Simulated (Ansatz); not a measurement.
Here is the system:

LiTaO3:
```
CELL_PARAMETERS angstrom
      3.89392     0.00000     0.00000
      0.00000     3.89392     0.00000
      0.00000     0.00000     3.96118
ATOMIC_POSITIONS crystal
  Ta 0.50000 0.50000 0.40579
  Li 0.00000 0.00000 0.15865
  O  0.50000 0.50000 0.86665
  O  0.50000 0.00000 0.33746
  O  0.00000 0.50000 0.33746
```

This is the LDA-relaxed structure.

Problem. All from plane-wave PAW LDA (Ansatz code), unless another level is named. Predict the highest zone-centre frequency (without LO–TO term).

Solution. 21.16 THz.

Problem. What about the bulk modulus (Birch–Murnaghan fit)?

Solution. 159 GPa.

Space group P4mm. The start of the workflow was typed in or built on a structure type; neither database checked (COD, Materials Project) lists it. It is not the phase usual at ambient conditions (space group No. 161). Symmetry was held in the LDA relaxation. At this level the phase is dynamically unstable (imaginary phonons). The run is not spin-polarised. Spin–orbit coupling is left out wherever it is not named.

Potentials: the later of the program's two PAW sets.
